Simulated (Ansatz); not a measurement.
Computed properties of Fe₃Ge

Fe3Ge:
```
CELL_PARAMETERS angstrom
      0.00000     2.87478     2.87478
      2.87478     0.00000     2.87478
      2.87478     2.87478     0.00000
ATOMIC_POSITIONS crystal
  Fe 0.50000 0.50000 0.50000
  Fe 0.25000 0.25000 0.25000
  Fe 0.75000 0.75000 0.75000
  Ge 0.00000 0.00000 0.00000
```
The run is spin-polarised; directions of the spins, atom by atom: ↑ ↑ ↑ 0.

Space group Fm-3m (No. 225); conventional cell a = b = c = 5.7496 Å, α = β = γ = 90.00°.

Method: plane-wave PAW r²SCAN (Ansatz code). Structure relaxed to zero pressure with the same functional. Other levels are named where they apply.

**Cell and energy**

```yaml
volume_per_atom: 11.88 Å³
density: 8.39 g/cm³
Formation energy from the elements (no fitted shifts): -0.011 eV/atom
```

**Electronic structure**

```yaml
electronic_character: metallic (no gap)
Density of states at the Fermi level: 0.69 states/eV per atom (mean over ±0.08 eV)
```

**Magnetism**

```yaml
magnetic_order: ferromagnetic
net_moment: 1.78 μB per atom
```

**Mechanics**

```yaml
Bulk modulus (Birch–Murnaghan fit): 161 GPa
Pressure derivative B′: 4.3
```

**Charges**

```yaml
bader_charges: Fe +0.08 to +0.17, Ge -0.32 e
```

The first step of the workflow began from a Materials Project structure, measured or hypothetical; the Crystallography Open Database copy checked does not list it. COD files the formula under space group No. 194. Whether it is the stable phase at ambient conditions was not checked. Symmetry was held in the r²SCAN relaxation; its stability against distortions is not shown here. The final state is ferromagnetic, the only order run, not a proven ground state. Other orbital occupations within this spin state were not tried. For itinerant 3d metals, meta-GGAs of the SCAN family and hybrids are commonly reported to give too large moments. Point labels and valley counts follow the cell and symmetry of the run, lower than the named group. The references are the lowest solids computed at this level, not always the standard phases. Scalar-relativistic: spin–orbit coupling is off unless named, which matters more the heavier the elements.

Potentials: the later of the program's two PAW sets.
